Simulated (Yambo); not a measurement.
SrCaI$_{4}$ (space group P2/m, No. 10), G0W0@PBEsol in Yambo with this input:

```
rim_cut
gw0
dyson
el_el_corr
HF_and_locXC
ppa
em1d
RandQpts= 1000000
RandGvec= 1 Ry
EXXRLvcs= 70 Ry
VXCRLvcs= 280 Ry
Chimod= "HARTREE"
% BndsRnXp
 1 | 373 |
%
NGsBlkXp= 7 Ry
% LongDrXp
 1.0 | 1.0 | 1.0 |
%
PPAPntXp= 27.2114 eV
% GbndRnge
 1 | 373 |
%
GTermKind= "BG"
DysSolver= "n"
ExtendOut
```

On a 2×2×1 mesh, with wavefunctions cut at 70 Ry, the gap (Γ → Γ) is 5.397 eV and the valence edge shifts by -1.143 eV.

Problem. What happens with this change: 1 Ry block?

Solution. The gap falls by 0.237 eV, to 5.160 eV; the shift of the valence edge becomes -0.595 eV. Neither run is shown to be the converged limit.

Spin-orbit coupling is not included.

Geometry relaxed with PBE+D3(BJ); primitive cell a = 6.909 Å, b = 4.568 Å, c = 7.947 Å, α = 90.00°, β = 90.16°, γ = 90.00°.

The structure is a Materials Project entry; no match was found in the copy of COD used, and its stability was not checked.

A shift is the quasiparticle energy of the state minus its PBEsol energy.
